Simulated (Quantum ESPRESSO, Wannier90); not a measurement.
# Wannier functions of HgTe (P3₁21)

```
begin unit_cell_cart
ang
    4.6554398676    0.0000000000    0.0000000000
   -2.3277199338    4.0317291911    0.0000000000
    0.0000000000    0.0000000000   10.4231900000
end unit_cell_cart
begin atoms_frac
Hg   0.3161400000  0.3161400000  0.0000000000
Hg  -0.3161400000  0.0000000000  0.3333333333
Hg   0.0000000000 -0.3161400000 -0.3333333333
Te   0.4855700000  0.4855700000  0.5000000000
Te  -0.4855700000  0.0000000000 -0.1666666667
Te   0.0000000000 -0.4855700000  0.1666666667
end atoms_frac
```

Structure: Materials Project mp-358, symmetrised, not relaxed again. Not found in the COD (Crystallography Open Database) copy used, which has the formula in other groups; not checked further. Method: PBEsol plane waves in Quantum ESPRESSO 7.5 (PseudoDojo norm-conserving files, 66 Ry, no spin polarisation, no spin-orbit coupling), Bloch states on a 4×4×4 mesh through Γ, Wannier90 4.0.1. Density: 12×12×4 mesh, cold smearing 0.01 Ry. The cell is built of weakly bound layers, chains or molecules. Database cells relaxed without dispersion often hold them too far apart, which can enlarge gaps and weakens couplings between them; spacing and stacking were not compared with the measured crystal. Spin-orbit coupling is left out although heavy elements are present.

A tight-binding model is made by disentanglement and projection with no localisation steps (num_iter = 0), so the 24 orbitals stay atom-like: hydrogen-like Hg: s;p; Te: s;p, axes along x, y, z; frozen window up to 2.10 eV relative to the valence-band maximum. It follows pw.x to 11 meV rms for states up to 1.6 eV relative to the valence-band maximum. Matrix elements depend on this choice of orbitals and windows. Bands 31–45 (Hg 5d 94 %) lie between the kept ones and are excluded.

### Question
Which pairs of orbitals on different sites are coupled most strongly? Give distance, modulus and how many such pairs a cell has.

### Answer
```
orbital  orbital  distance of the centres (Å)  modulus (eV)  pairs
-------  -------  ---------------------------  ------------  -----
Hg py       Te s                         2.66          1.84      2
Hg py      Te pz                         2.75          1.81      2
Hg pz      Te py                         2.78          1.76      2
Hg px       Te s                         2.70          1.70      2
Hg px      Te pz                         2.79          1.67      2
Hg pz      Te px                         2.77          1.64      2
Hg s       Te py                         2.77          1.52      2
Hg pz       Te s                         2.66          1.49      6
Hg px       Te s                         2.62          1.49      2
Hg px      Te pz                         2.71          1.47      2
Hg pz      Te px                         2.72          1.40      2
Hg s       Te px                         2.77          1.40      2
Hg s        Te s                         2.65          1.28      6
Hg s       Te px                         2.72          1.24      2
Hg s       Te pz                         2.75          1.23      6
Hg py      Te py                         2.78          1.13      2
Hg py       Te s                         2.70          1.10      2
Hg pz      Te py                         2.72          1.09      2
Hg py      Te pz                         2.79          1.08      2
Hg px      Te py                         2.68          1.07      2
Hg py      Te py                         3.32          1.06      2
Hg py      Te py                         3.66          1.02      2
Hg py      Te px                         2.76          1.00      2
Hg px      Te pz                         3.30          0.99      2
Hg py      Te pz                         3.31          0.98      2
Hg px      Te px                         3.34          0.97      2
Hg px      Te px                         2.67          0.92      2
Hg pz      Te py                         3.32          0.91      2
Hg pz      Te px                         3.35          0.90      2
Hg s       Te py                         2.72          0.90      2
```
